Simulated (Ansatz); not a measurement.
**ZnSe, first-principles data**

ZnSe in space group P-6m2 (No. 187; Zn on 1a, Se on 1f), a = b = 3.660 Å, c = 3.280 Å, α = β = 90.00°, γ = 120.00°.

Space group P-6m2 (No. 187); conventional cell a = 3.6597 Å, b = 3.6597 Å, c = 3.2799 Å, α = 90.00°, β = 90.00°, γ = 120.00°.

Method: DFT-PBEsol in the program Ansatz with PAW potentials. Geometry: relaxed at this level of theory. Other levels are named where they apply.

Cell and energy:

* **Volume per atom**: 19.02 Å³
* **Density**: 6.30 g/cm³
* **Formation energy from the elements (no fitted shifts)**: -0.19 eV/atom

Electronic structure:

- Electronic character: metallic (no gap)
- Density of states at the Fermi level: 0.38 states/eV per atom (mean over ±0.08 eV)
- Gap with spin–orbit coupling: none (metallic)

Mechanics:

- Bulk modulus (Birch–Murnaghan fit): 69.9 GPa
- Pressure derivative B′: 4.6

Phonons:

- Highest zone-centre frequency = 120 cm⁻¹
- Zone-centre stability = no imaginary mode at Γ

A made-up cell: these elements were put on the sites of a structure type; neither database checked (COD, Materials Project) lists it. It is not the phase usual at ambient conditions (space group No. 216). The cell keeps a stress of up to 0.3 GPa. The cell was relaxed with PBEsol under the symmetry of its start. As this level gives no gap, phonon frequencies hold no LO–TO term and depend on the k-mesh and smearing (Fermi–Dirac, 0.1 eV here). The references are the lowest solids computed at this level, not always the standard phases. Spin–orbit coupling is left out wherever it is not named.

Potentials: the earlier of the program's two PAW sets. The files were generated under PBE; for other functionals the program regenerates the frozen cores, and for LDA and PBEsol the local potential too.
